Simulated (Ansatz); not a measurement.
A geometry of Br away from equilibrium: step 2 of the relaxation of a relaxed Br cell, doubled along one cell vector, shaken by Gaussian noise of σ = 0.08 Å a coordinate. Level of theory: PBE (plane waves to 420 eV, PAW, scalar-relativistic; Ansatz, a quantum-chemistry and plane-wave program). Γ-centred k-mesh 3×6×5 on the run's cell (coarser than for final values), Fermi–Dirac smearing 0.05 eV.

```xyz
6
Lattice="9.8237 -0.0441 0.0005 -2.4750 4.2509 0.0010 0.0002 0.0012 4.4129" Properties=species:S:1:pos:R:3 pbc="T T T"
Br    -0.1101    -0.0765     0.0021
Br     4.9960     0.0337    -0.0655
Br    -0.2115     2.9693     2.2444
Br     4.8876     2.7909     2.1497
Br     2.5804     1.3933     2.1993
Br     7.4402     1.3690     2.0789
```

Task: Give the Cartesian forces on all atoms (eV/Å).

Result: 
```
atom     Fx     Fy     Fz
----  -----  -----  -----
Br1   -0.14   0.07   0.02
Br2    0.13  -0.02   0.02
Br3   -0.46   0.24  -0.04
Br4   -0.50   0.09  -0.03
Br5    0.44  -0.24   0.02
Br6    0.54  -0.15   0.01
```

Task: What is the pressure?

Result: +0.1 GPa, compression positive.

No spin polarisation in the result. No dispersion correction is included, so spacings between layers, chains or molecules are soft and tend to come out too large.

The end of the path is a generated cell of Br: the first start was made by placing the elements on the sites of a structure type, and the end was not matched to a known phase here, so it may be hypothetical. Known forms of Br include space group No. 64.
